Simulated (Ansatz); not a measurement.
Input file for Ansatz (a first-principles code):

Ansatz 0.2 input:
```yaml
crystal:
  lattice:
    - [3.057886724, 0.0, 0.0]
    - [-1.528943362, 2.6482075849, 0.0]
    - [0.0, 0.0, 10.5900932767]
  atoms:
    - { symbol: Sc, position: [0.0, 0.0, 0.5] }
    - { symbol: Sc, position: [0.0, 0.0, 0.0] }
    - { symbol: Ta, position: [0.6666666667, 0.3333333333, 0.75] }
    - { symbol: Ta, position: [0.3333333333, 0.6666666667, 0.25] }
    - { symbol: N, position: [0.6666666667, 0.3333333333, 0.1240950319] }
    - { symbol: N, position: [0.3333333333, 0.6666666667, 0.8759049681] }
    - { symbol: N, position: [0.3333333333, 0.6666666667, 0.6240950319] }
    - { symbol: N, position: [0.6666666667, 0.3333333333, 0.3759049681] }
kpoints:
  mp_grid: { grid: [32, 32, 8] }
hamiltonian:
  xc: r2scan
  pseudopotentials: { kind: paw }
scf:
  occupations: { method: fermi_dirac, width: 0.1 }
elastic: { mode: relaxed_ion, stencil: two_point, amplitude: 0.005, f_tol: 0.0005 }
```

Output (shortened):

```
Pseudopotentials: kind: paw
Pseudopotential: Sc, paw, valence charge 11
Pseudopotential: Ta, paw, valence charge 13
Pseudopotential: N, paw, valence charge 5
Functional definition: r2SCAN
Crystal: 8 atoms, lattice volume = 85.758 Å³
Basis set: ecut = 500 eV, 2223 PW (Γ), exchange–correlation on 96×96×320 points (64 copies of the dense FFT grid, shifted against one another)
Bands: 42, of which v1, the nominal top of the filled ones, is band 34 counted from 1 (33 counted from 0)
Symmetry: 24 space group operations
Space group: P63/mmc (ITA 194), of the structure as read, at distance tolerance 4.4e-5 Å
k-points: 510 of 8192
PAW frozen core: Sc, regenerated for the run's functional
PAW frozen core: Ta, regenerated for the run's functional
PAW frozen core: N, regenerated for the run's functional
Initial wavefunctions: pseudopotential atomic-orbital guess
Eigensolver: davidson
Functional: x = r2scan, c = r2scan; τ floored in thin density (d = 2e-4 eV/Å³)
all-band conjugate gradients solve this SCF's bands
the search or the solves at the SCF's close seem to have found levels that the self-consistency loop had missed (the run counts 7) …
SCF 1 converged in 13 iterations: F = -25724.042243 eV  dr2 = 7.02e-15
relax step   1: F+E_penalty+E_count = -25724.04224336 eV  Δ(F+E_penalty+E_count) = +0.000e0 eV  max|allowed force component| = 1.844e-3 eV/Å  Δτ_max = 0.0000 Å  (13 SCF iters, accepted)
Crystal: 8 atoms, lattice volume = 85.758 Å³
Initial density: handed on by an earlier stage of this run
Initial wavefunctions: pseudopotential atomic-orbital guess (no wavefunctions were taken with the density)
SCF 2 converged in 10 iterations: F = -25724.042244 eV  dr2 = 1.22e-14
relax step   2: F+E_penalty+E_count = -25724.04224364 eV  Δ(F+E_penalty+E_count) = -2.832e-7 eV  max|allowed force component| = 7.998e-5 eV/Å  Δτ_max = 0.0001 Å  (10 SCF iters, accepted)
Crystal: 8 atoms, lattice volume = 85.758 Å³
SCF 3 converged in 9 iterations: F = -25724.042244 eV  dr2 = 6.31e-14
Crystal: 8 atoms, lattice volume = 85.758 Å³
Initial wavefunctions: those handed on with the density
SCF 4 converged in 2 iterations: F = -25724.042244 eV  dr2 = 1.91e-14
Crystal: 8 atoms, lattice volume = 85.329 Å³
Basis set: ecut = 500 eV, 2207 PW (Γ), exchange–correlation on 96×96×320 points (64 copies of the dense FFT grid, shifted against one another)
Symmetry: 8 space group operations
k-points: 1365 of 8192
SCF 5 converged in 11 iterations: F = -25724.038235 eV  dr2 = 3.99e-14
relax step   1: F+E_penalty+E_count = -25724.03823498 eV  Δ(F+E_penalty+E_count) = +0.000e0 eV  max|allowed force component| = 1.363e-2 eV/Å  Δτ_max = 0.0000 Å  (11 SCF iters, accepted)
density extrapolation: transplant  |δρ|_rms = 4.891e-2 e/Å³  SAD shift = 7.328e-4 e/Å³
Crystal: 8 atoms, lattice volume = 85.329 Å³
SCF 6 converged in 9 iterations: F = -25724.038259 eV  dr2 = 1.58e-14
relax step   2: F+E_penalty+E_count = -25724.03825882 eV  Δ(F+E_penalty+E_count) = -2.384e-5 eV  max|allowed force component| = 3.908e-3 eV/Å  Δτ_max = 0.0007 Å  (9 SCF iters, accepted)
density extrapolation: transplant  |δρ|_rms = 4.891e-2 e/Å³  SAD shift = 4.054e-4 e/Å³
Crystal: 8 atoms, lattice volume = 85.329 Å³
SCF 7 converged in 8 iterations: F = -25724.038261 eV  dr2 = 5.97e-14
relax step   3: F+E_penalty+E_count = -25724.03826113 eV  Δ(F+E_penalty+E_count) = -2.312e-6 eV  max|allowed force component| = 2.139e-4 eV/Å  Δτ_max = 0.0004 Å  (8 SCF iters, accepted)
Crystal: 8 atoms, lattice volume = 85.329 Å³
SCF 8 converged in 2 iterations: F = -25724.038261 eV  dr2 = 1.79e-14
Crystal: 8 atoms, lattice volume = 86.187 Å³
SCF 9 converged in 11 iterations: F = -25724.038386 eV  dr2 = 3.76e-14
relax step   1: F+E_penalty+E_count = -25724.03838556 eV  Δ(F+E_penalty+E_count) = +0.000e0 eV  max|allowed force component| = 1.383e-2 eV/Å  Δτ_max = 0.0000 Å  (11 SCF iters, accepted)
density extrapolation: transplant  |δρ|_rms = 4.855e-2 e/Å³  SAD shift = 9.964e-4 e/Å³
Crystal: 8 atoms, lattice volume = 86.187 Å³
SCF 10 converged in 9 iterations: F = -25724.038411 eV  dr2 = 3.59e-14
relax step   2: F+E_penalty+E_count = -25724.03841138 eV  Δ(F+E_penalty+E_count) = -2.582e-5 eV  max|allowed force component| = 8.186e-4 eV/Å  Δτ_max = 0.0010 Å  (9 SCF iters, accepted)
density extrapolation: transplant  |δρ|_rms = 4.854e-2 e/Å³  SAD shift = 6.650e-5 e/Å³
Crystal: 8 atoms, lattice volume = 86.187 Å³
SCF 11 converged in 7 iterations: F = -25724.038411 eV  dr2 = 2.67e-14
relax step   3: F+E_penalty+E_count = -25724.03841143 eV  Δ(F+E_penalty+E_count) = -4.926e-8 eV  max|allowed force component| = 5.933e-5 eV/Å  Δτ_max = 0.0001 Å  (7 SCF iters, accepted)
Crystal: 8 atoms, lattice volume = 86.187 Å³
SCF 12 converged in 2 iterations: F = -25724.038411 eV  dr2 = 1.12e-14
Crystal: 8 atoms, lattice volume = 85.329 Å³
Basis set: ecut = 500 eV, 2211 PW (Γ), exchange–correlation on 96×96×320 points (64 copies of the dense FFT grid, shifted against one another)
SCF 13 converged in 12 iterations: F = -25724.038262 eV  dr2 = 1.10e-14
relax step   1: F+E_penalty+E_count = -25724.03826157 eV  Δ(F+E_penalty+E_count) = +0.000e0 eV  max|allowed force component| = 3.142e-2 eV/Å  Δτ_max = 0.0000 Å  (12 SCF iters, accepted)
density extrapolation: transplant  |δρ|_rms = 4.883e-2 e/Å³  SAD shift = 1.340e-3 e/Å³
Crystal: 8 atoms, lattice volume = 85.329 Å³
SCF 14 converged in 10 iterations: F = -25724.038342 eV  dr2 = 3.17e-15
relax step   2: F+E_penalty+E_count = -25724.03834224 eV  Δ(F+E_penalty+E_count) = -8.067e-5 eV  max|allowed force component| = 6.682e-4 eV/Å  Δτ_max = 0.0013 Å  (10 SCF iters, accepted)
density extrapolation: transplant  |δρ|_rms = 4.885e-2 e/Å³  SAD shift = 2.791e-5 e/Å³
Crystal: 8 atoms, lattice volume = 85.329 Å³
SCF 15 converged in 7 iterations: F = -25724.038342 eV  dr2 = 1.57e-14
relax step   3: F+E_penalty+E_count = -25724.03834228 eV  Δ(F+E_penalty+E_count) = -3.648e-8 eV  max|allowed force component| = 4.376e-8 eV/Å  Δτ_max = 0.0000 Å  (7 SCF iters, accepted)
Crystal: 8 atoms, lattice volume = 85.329 Å³
SCF 16 converged in 2 iterations: F = -25724.038342 eV  dr2 = 4.50e-15
Crystal: 8 atoms, lattice volume = 86.187 Å³
SCF 17 converged in 12 iterations: F = -25724.038246 eV  dr2 = 6.33e-15
relax step   1: F+E_penalty+E_count = -25724.03824586 eV  Δ(F+E_penalty+E_count) = +0.000e0 eV  max|allowed force component| = 3.024e-2 eV/Å  Δτ_max = 0.0000 Å  (12 SCF iters, accepted)
density extrapolation: transplant  |δρ|_rms = 4.862e-2 e/Å³  SAD shift = 1.256e-3 e/Å³
Crystal: 8 atoms, lattice volume = 86.187 Å³
SCF 18 converged in 10 iterations: F = -25724.038324 eV  dr2 = 3.48e-15
relax step   2: F+E_penalty+E_count = -25724.03832370 eV  Δ(F+E_penalty+E_count) = -7.784e-5 eV  max|allowed force component| = 1.252e-3 eV/Å  Δτ_max = 0.0012 Å  (10 SCF iters, accepted)
density extrapolation: transplant  |δρ|_rms = 4.860e-2 e/Å³  SAD shift = 5.425e-5 e/Å³
Crystal: 8 atoms, lattice volume = 86.187 Å³
SCF 19 converged in 7 iterations: F = -25724.038324 eV  dr2 = 6.25e-14
relax step   3: F+E_penalty+E_count = -25724.03832383 eV  Δ(F+E_penalty+E_count) = -1.336e-7 eV  max|allowed force component| = 8.538e-9 eV/Å  Δτ_max = 0.0001 Å  (7 SCF iters, accepted)
Crystal: 8 atoms, lattice volume = 86.187 Å³
SCF 20 converged in 2 iterations: F = -25724.038324 eV  dr2 = 1.83e-14
Crystal: 8 atoms, lattice volume = 85.757 Å³
Basis set: ecut = 500 eV, 2215 PW (Γ), exchange–correlation on 96×96×320 points (64 copies of the dense FFT grid, shifted against one another)
Symmetry: 4 space group operations
k-points: 2130 of 8192
SCF 21 converged in 11 iterations: F = -25724.040878 eV  dr2 = 1.79e-14
relax step   1: F+E_penalty+E_count = -25724.04087817 eV  Δ(F+E_penalty+E_count) = +0.000e0 eV  max|allowed force component| = 9.764e-3 eV/Å  Δτ_max = 0.0000 Å  (11 SCF iters, accepted)
density extrapolation: transplant  |δρ|_rms = 4.873e-2 e/Å³  SAD shift = 4.754e-4 e/Å³
Crystal: 8 atoms, lattice volume = 85.757 Å³
SCF 22 converged in 9 iterations: F = -25724.040890 eV  dr2 = 8.27e-15
relax step   2: F+E_penalty+E_count = -25724.04088981 eV  Δ(F+E_penalty+E_count) = -1.164e-5 eV  max|allowed force component| = 2.755e-3 eV/Å  Δτ_max = 0.0005 Å  (9 SCF iters, accepted)
density extrapolation: transplant  |δρ|_rms = 4.873e-2 e/Å³  SAD shift = 1.873e-4 e/Å³
Crystal: 8 atoms, lattice volume = 85.757 Å³
SCF 23 converged in 7 iterations: F = -25724.040891 eV  dr2 = 5.66e-14
relax step   3: F+E_penalty+E_count = -25724.04089081 eV  Δ(F+E_penalty+E_count) = -1.007e-6 eV  max|allowed force component| = 6.108e-6 eV/Å  Δτ_max = 0.0002 Å  (7 SCF iters, accepted)
Crystal: 8 atoms, lattice volume = 85.757 Å³
SCF 24 converged in 2 iterations: F = -25724.040891 eV  dr2 = 2.42e-14
Crystal: 8 atoms, lattice volume = 85.757 Å³
SCF 25 converged in 11 iterations: F = -25724.040878 eV  dr2 = 2.02e-14
relax step   1: F+E_penalty+E_count = -25724.04087817 eV  Δ(F+E_penalty+E_count) = +0.000e0 eV  max|allowed force component| = 9.764e-3 eV/Å  Δτ_max = 0.0000 Å  (11 SCF iters, accepted)
density extrapolation: transplant  |δρ|_rms = 4.873e-2 e/Å³  SAD shift = 6.583e-4 e/Å³
Crystal: 8 atoms, lattice volume = 85.757 Å³
SCF 26 converged in 9 iterations: F = -25724.040891 eV  dr2 = 2.16e-14
relax step   2: F+E_penalty+E_count = -25724.04089079 eV  Δ(F+E_penalty+E_count) = -1.263e-5 eV  max|allowed force component| = 3.482e-4 eV/Å  Δτ_max = 0.0007 Å  (9 SCF iters, accepted)
Crystal: 8 atoms, lattice volume = 85.757 Å³
SCF 27 converged in 2 iterations: F = -25724.040891 eV  dr2 = 1.14e-14
SCF converged after 2 iterations
Stability not checked: this state was not tested for a lower state beside it, because too few of the mixer's solves of this state at the end of the SCF gave a …
Free energy (F): -25724.042244 eV
Harris-Foulkes:  -25724.042244 eV  (|F-HF|=2.18e-11)
Internal energy: -25724.037990 eV  (E = F + TS)
E sigma→0 (E₀):  -25724.040117 eV
Entropy (-TS):   -0.004253 eV (-0.532 meV/atom)
Fermi energy:    18.183093 eV
--- Per-component energies (eV) ---
  E_band       = -331.393813
  E_kinetic    = 1798.531769
  E_local      = -2716.953983  (includes V_loc(G=0)·N_el)
  E_nonlocal   = 366.330956
  E_hartree    = 900.455551
  E_xc         = -858.638407
  E_vxc        = -1079.423018  (∫ρ·V_xc dr)
  E_paw        = -19288.476007  (= ΣΔE_a)
  E_vpaw       = -560.926329  (= ΣTr[D̂ρ^β])
  E_aug_tail   = 0.000212  (compensation charges beyond the density's cutoff)
  E_vtau       = 60.135481  (kinetic-family band-sum trace: ∫τ·v_τ [+ j·A + Jᵃ·Aᵃ] dr)
  E_ewald      = -5923.180279
  E_core_change = -2.107803  (= ΣΔE_core)
  E_smearing   = -0.004253  (= −TS)
  E_closure    = 0.000000  (closes the sum)
  Σ components = -25724.042244   (vs F -25724.042244, Δ=0.00e0)
--- Forces (eV/Å), atoms counted from 1 ---
  atom   1  Sc     0.00000000     0.00000000     0.00000000
  atom   2  Sc     0.00000000     0.00000000     0.00000000
  atom   3  Ta     0.00000000     0.00000000     0.00000000
  atom   4  Ta     0.00000000     0.00000000     0.00000000
  atom   5  N      0.00000000     0.00000000     0.00008000
  atom   6  N      0.00000000     0.00000000    -0.00008000
  atom   7  N      0.00000000     0.00000000     0.00008000
  atom   8  N      0.00000000     0.00000000    -0.00008000
  max |Σ_I F_I| component: 9.25e-18 eV/Å
--- Stress (GPa, compression-positive) ---
        0.012628       0.000000       0.000000
        0.000000       0.012628       0.000000
        0.000000       0.000000      -0.012538
  P = ⅓ Tr σ = 0.0042 GPa (0.042 kbar)
  The stress holds the Pulay correction. Without it, at fixed plane waves, as pw.x and ABINIT print it: P = -0.0881 GPa
  The stress includes an estimate of the error left by incomplete SCF convergence (largest component  0.0000 GPa …
--- Band table (eV; the first three rows and the last of 510) ---
  k-point 0: bands = ["-52.6278", "-52.6278", "-33.9470", "-33.9466", "-18.6990", "-18.6854", "-18.1724", "-18.1724", "-18.1724", "-18.1724", "-11.8382", "-11.7921", "-11.3306", "-11.3306", "-11.3306", "-11.3306", "-0.1768", "0.6642", "1.3443", "2.4483", …
  k-point 1: bands = ["-52.6278", "-52.6278", "-33.9470", "-33.9466", "-18.6985", "-18.6859", "-18.1724", "-18.1724", "-18.1724", "-18.1724", "-11.8365", "-11.7938", "-11.3306", "-11.3306", "-11.3306", "-11.3306", "-0.1571", "0.5930", "1.4245", "2.4174", …
  k-point 2: bands = ["-52.6278", "-52.6278", "-33.9470", "-33.9466", "-18.6970", "-18.6874", "-18.1724", "-18.1724", "-18.1724", "-18.1724", "-11.8315", "-11.7988", "-11.3306", "-11.3306", "-11.3306", "-11.3306", "-0.0988", "0.4410", "1.6024", "2.3277", …
  k-point 509: bands = ["-52.5728", "-52.5728", "-33.8336", "-33.8336", "-18.7292", "-18.7292", "-18.6390", "-18.6390", "-18.5114", "-18.5114", "-11.8487", "-11.8487", "-11.7990", "-11.7990", "-11.5917", "-11.5917", "1.7816", "1.7816", "1.8729", "1.8729", …
  band table: 42 of 42 bands, residual norms ≤ 1.0e-3 eV
--- Elastic constants: 3 strain directions × 2 members + reference (group order 24) ---
  dense FFT box of the reference and of every strained cell: 24×24×80
  strains applied: 11, 33, 23; error gains …
  reference relaxed by the batch: 2 steps …
  largest displacement 8.0e-5 Å; the constants are those of the deck's cell at these positions:
  atoms:
    - { symbol: Sc, position: [0.0, 0.0, 0.4999999999999999] }
    - { symbol: Sc, position: [0.0, 0.0, 0.0] }
    - { symbol: Ta, position: [0.6666666666666666, 0.3333333333333333, 0.7499999999999999] }
    - { symbol: Ta, position: [0.3333333333333333, 0.6666666666666666, 0.24999999999999994] }
    - { symbol: N, position: [0.6666666666666666, 0.3333333333333333, 0.12408745031910656] }
    - { symbol: N, position: [0.3333333333333333, 0.6666666666666666, 0.8759125496808932] }
    - { symbol: N, position: [0.3333333333333333, 0.6666666666666666, 0.6240874503191065] }
    - { symbol: N, position: [0.6666666666666666, 0.3333333333333333, 0.3759125496808934] }
  C = ∂σ_k/∂η_j (tension-positive GPa; Voigt order 11 22 33 23 13 12):
       584.457    158.532    138.512      0.000      0.000      0.000
       158.532    584.457    138.512      0.000      0.000      0.000
       138.479    138.479    584.903      0.000      0.000      0.000
         0.000      0.000      0.000    202.705      0.000      0.000
         0.000      0.000      0.000      0.000    202.705      0.000
         0.000      0.000      0.000      0.000      0.000    212.962
  reference stress σ⁰ (GPa):     -0.013     -0.013      0.013      0.000      0.000      0.000
  moduli (Voigt/Reuss/Hill, GPa): K = 291.65/291.59/291.62   G = 211.56/211.20/211.38   E = 510.74   ν = 0.208
  mechanically stable: yes (min eigenvalue of sym C = 202.71 GPa)
  strain η (Voigt 11):  stress-route row diagonal C_11 = 584.46 GPa, energy-path curvature d²(F+E_count+ΔE)/dδ²/Ω₀ = 584.43 GPa
         δ    σ_11 (GPa)             F (eV)   n_scf  n_hpsi   n_pw
    -5.000e-3      -2.9834      -25724.0382611       2  495818   2207   relax 3 steps, max|allowed force component| 2.14e-4 eV/Å
     5.000e-3       2.8612      -25724.0384114       2  495877   2231   relax 3 steps, max|allowed force component| 5.93e-5 eV/Å
  strain η (Voigt 33):  stress-route row diagonal C_33 = 584.90 GPa, energy-path curvature d²(F+E_count+ΔE)/dδ²/Ω₀ = 584.89 GPa
         δ    σ_33 (GPa)             F (eV)   n_scf  n_hpsi   n_pw
    -5.000e-3      -2.9415      -25724.0383423       2  184854   2211   relax 3 steps, max|allowed force component| 4.38e-8 eV/Å
     5.000e-3       2.9076      -25724.0383238       2  184756   2224   relax 3 steps, max|allowed force component| 8.54e-9 eV/Å
  strain η (Voigt 23):  stress-route row diagonal C_44 = 202.71 GPa, energy-path curvature d²(F+E_count+ΔE)/dδ²/Ω₀ = 202.71 GPa
         δ    σ_23 (GPa)             F (eV)   n_scf  n_hpsi   n_pw
    -5.000e-3      -1.0135      -25724.0408908       2  776038   2215   relax 3 steps, max|allowed force component| 6.11e-6 eV/Å
     5.000e-3       1.0135      -25724.0408908       2  776214   2215   relax 2 steps, max|allowed force component| 3.48e-4 eV/Å
```

Cost: roughly 90 core-minutes on shared cores.

Space group P6_3/mmc. The workflow started from a Materials Project entry (that database holds measured and hypothetical structures alike); the Crystallography Open Database copy checked does not list it. Its standing as an ambient phase is unchecked. The r²SCAN relaxation kept the symmetry of its start; whether a distortion lowers the energy is not shown. No spin polarisation was allowed. As this level gives no gap, shear constants depend on the k-mesh and smearing (Fermi–Dirac, 0.1 eV here). Spin–orbit coupling is left out wherever it is not named.

Potentials: the later of the program's two PAW sets.

Ansatz is a plane-wave DFT program.
